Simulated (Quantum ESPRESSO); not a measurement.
# Band energies of Li

```
Li
1.0
    1.53933     0.88874     7.45648
   -1.53933     0.88874     7.45648
    0.00000    -1.77747     7.45648
Li
3
Cartesian
  0.00000   0.00000  17.38172
  0.00000   0.00000   4.98771
  0.00000   0.00000   0.00000
```

norm-conserving LDA (Quantum ESPRESSO, 74 Ry, scalar-relativistic); path ΓLB1,BZΓX,QFP1Z,LP; energies in eV from the Fermi level.

```csv
k (1/Å),point,band 1,band 2,band 3,band 4,band 5,band 6,band 7
0.00,Γ,-45.65,-45.64,-45.62,-3.50,-1.54,-1.54,5.73
0.22,,-45.65,-45.64,-45.62,-3.37,-1.52,-1.29,5.59
0.54,,-45.64,-45.63,-45.61,-2.68,-0.98,-0.39,5.33
0.86,,-45.64,-45.63,-45.61,-1.43,0.06,0.96,3.79
1.19,L,-45.63,-45.63,-45.61,-0.09,0.79,1.02,3.71
1.55,,-45.63,-45.63,-45.61,0.38,1.20,1.47,3.53
1.91,B1,-45.63,-45.63,-45.61,1.46,1.75,2.10,2.28
1.91,B,-45.63,-45.63,-45.61,1.46,1.75,2.10,2.28
2.11,,-45.63,-45.63,-45.61,0.47,0.47,2.93,3.05
2.41,,-45.64,-45.63,-45.61,-1.15,-1.13,2.48,3.34
2.62,,-45.64,-45.63,-45.61,-1.96,-1.94,1.42,3.29
2.92,,-45.65,-45.64,-45.62,-2.75,-2.73,0.39,3.10
3.23,Z,-45.65,-45.64,-45.62,-3.01,-2.99,0.04,3.02
3.65,Γ,-45.65,-45.64,-45.62,-3.50,-1.54,-1.54,5.73
3.94,,-45.65,-45.64,-45.62,-3.25,-1.28,-1.28,5.86
4.24,,-45.64,-45.63,-45.61,-2.52,-0.52,-0.51,6.04
4.54,,-45.63,-45.63,-45.61,-1.29,0.67,0.71,5.00
4.83,,-45.63,-45.63,-45.61,0.43,1.93,2.04,2.98
5.03,X,-45.63,-45.63,-45.61,1.45,1.89,2.10,2.21
5.03,Q,-45.63,-45.63,-45.61,1.45,1.89,2.10,2.21
5.25,,-45.63,-45.63,-45.61,0.88,1.00,1.66,3.21
5.58,,-45.63,-45.63,-45.61,0.27,0.32,1.18,3.22
5.69,F,-45.63,-45.63,-45.61,0.22,0.28,1.14,3.21
5.69,P1,-45.63,-45.63,-45.61,0.09,0.38,1.15,3.41
5.78,,-45.63,-45.63,-45.61,-0.12,0.02,1.48,3.77
6.04,,-45.64,-45.63,-45.61,-1.27,-1.24,2.35,2.86
6.31,,-45.64,-45.64,-45.61,-2.23,-2.21,1.08,3.20
6.57,,-45.65,-45.64,-45.62,-2.81,-2.80,0.30,3.08
6.83,Z,-45.65,-45.64,-45.62,-3.01,-2.99,0.04,3.02
6.83,L,-45.63,-45.63,-45.61,-0.09,0.79,1.02,3.71
7.12,P,-45.63,-45.63,-45.61,0.09,0.38,1.15,3.41
```

A metal at this level: along this path bands 4, 5, 6 cross the Fermi level.

Geometry of the Materials Project entry, not relaxed at this level.

This is not the ordinary phase of the substance.
